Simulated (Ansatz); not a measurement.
# ¹⁷O nuclear quadrupole resonance in PHPbO4

Cell: a Materials Project structure (computed, not necessarily an observed phase), atoms as given.

```
H P Pb O
1.0
     4.78945    0.00000    0.00000
     0.00000    6.63485    0.00000
    -0.68542    0.00000    5.81274
H P Pb O
2 2 2 8
Cartesian
  2.4092 3.2397 0.0095
  2.0665 3.3951 2.9159
  1.8541 5.2372 4.3600
  2.1968 1.3976 1.4536
  4.2728 1.3378 4.3372
  4.6155 5.2970 1.4308
  1.1425 4.3132 5.3927
  2.5779 4.3378 3.2732
  2.9206 2.2970 0.3668
  1.4852 2.3217 2.4863
  0.8085 6.1151 3.6330
  2.9405 6.0818 5.0658
  3.2833 0.5531 2.1594
  1.1512 0.5197 0.7266
```

Atom numbers follow the list; atoms alike are taken as one site, whose name carries the number of the first.

Computed with Ansatz: DFT, PBE, plane waves and PAW, scalar-relativistic, 420 eV cutoff, Γ-centred 5×3×4 k-points, Fermi–Dirac smearing 0.02 eV.

¹⁷O: I = 5/2, Q = -25.58 mb (year-2017 value). Static lattice, zero field.

**Question.** Predict the zero-field ¹⁷O lines of each site.

**Answer.** For I = 5/2 and η = 0 the lines are 3|C_Q|/20 and twice that; η pulls their ratio below 2.

```csv
site,atoms,V_zz (10²¹ V/m²),C_Q (MHz),η,line frequencies (MHz)
O7,"7, 10",9.10,-5.63,0.42,"0.996, 1.63"
O8,"8, 9",9.98,-6.17,0.65,"1.28, 1.73"
O11,"11, 14",9.16,-5.67,0.67,"1.19, 1.58"
O12,"12, 13",9.15,-5.66,0.65,"1.18, 1.58"
```

At O11 and O12 V_zz points along its bond to P (within 3°) in each case. At O7 V_zz points along the longer of its two bonds, to P (within 9°).

The largest force is 0.3 eV/Å, so the atoms aren't at the calculated equilibrium and relaxing them would move these values.
